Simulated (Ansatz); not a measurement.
The start is a generated cell, Hf placed in the dhcp structure type. The cell and all atomic positions are relaxed at zero pressure with PBE (plane waves to 420 eV, PAW, scalar-relativistic; Ansatz, a first-principles code). First-step values are on the input's coarse k-mesh.

Ansatz input (later rounds restart from its end on a renewed k-mesh):
Ansatz 0.2 input:
```yaml
crystal:
  lattice:
    - [3.1821619, 0, 0]
    - [-1.591081, 2.7558331, 0]
    - [0, 0, 10.238628]
  atoms:
    - { symbol: Hf, position: [0, 0, 0] }
    - { symbol: Hf, position: [0, 0, 0.5] }
    - { symbol: Hf, position: [0.33333333, 0.66666667, 0.25] }
    - { symbol: Hf, position: [0.66666667, 0.33333333, 0.75] }
basis: { ecutwfc: 420, ecutrho_ratio: 4, xc_grid: 2, fft_grid_basis: typed }
kpoints: { mp_grid: { grid: [12, 12, 4] } }
hamiltonian:
  xc: pbe
  dispersion: none
  pseudopotentials: { azcp: { folder: ./paw }, kind: paw }
scf: { occupations: { method: fermi_dirac, width: 0.05 } }
relax: { f_tol: 0.01, max_steps: 100, cell: { stress_tol: 0.02 } }
output: { forces: true, stress: true }
```

Problem. By how much does the energy per atom fall from start to end?

Solution. Under 0.01 eV/atom.

Problem. How does the volume change?

Solution. +1.0 %, from 22.45 to 22.68 Å³/atom.

Problem. How do the shortest distances between atoms change?

Solution. The closest pairs of elements (up to four, under 3.6 Å), start → end: Hf–Hf 3.15 → 3.15 Å.

Problem. What does it relax into? Give the structure.

Solution. 
```cif
data_Hf4
_chemical_formula_sum 'Hf4'
_space_group_name_H-M_alt 'P63/mmc'
_space_group_IT_number 194
_space_group_name_Hall '-P 6c 2c'
_cell_length_a 3.20189
_cell_length_b 3.20189
_cell_length_c 10.21609
_cell_angle_alpha 90.000
_cell_angle_beta 90.000
_cell_angle_gamma 120.000
loop_
_atom_site_label
_atom_site_type_symbol
_atom_site_symmetry_multiplicity
_atom_site_Wyckoff_symbol
_atom_site_fract_x
_atom_site_fract_y
_atom_site_fract_z
_atom_site_occupancy
Hf1 Hf 2 a 0.00000 0.00000 0.00000 1
Hf2 Hf 2 c 0.33333 0.66667 0.25000 1
```

The space group stays P6₃/mmc (No. 194) (the run could not lower it); the end is AFLOW prototype A_hP4_194_ac (A3', as in La), with 4 atoms in the primitive cell. Final values are on a 17×17×5 k-mesh of the relaxed cell. No spin polarisation in the result.

The run could not lose the symmetry of its start: the end is stationary, and may be a saddle point rather than a minimum.

All atoms sit on sites fixed by symmetry, so only the cell could relax.

The relaxed structure here is a generated cell of Hf: the first start was made by placing the elements on the sites of a structure type, and the end was not matched to a known phase here, so it may be hypothetical. A known form of Hf has the same space group; whether the sites agree was not checked.
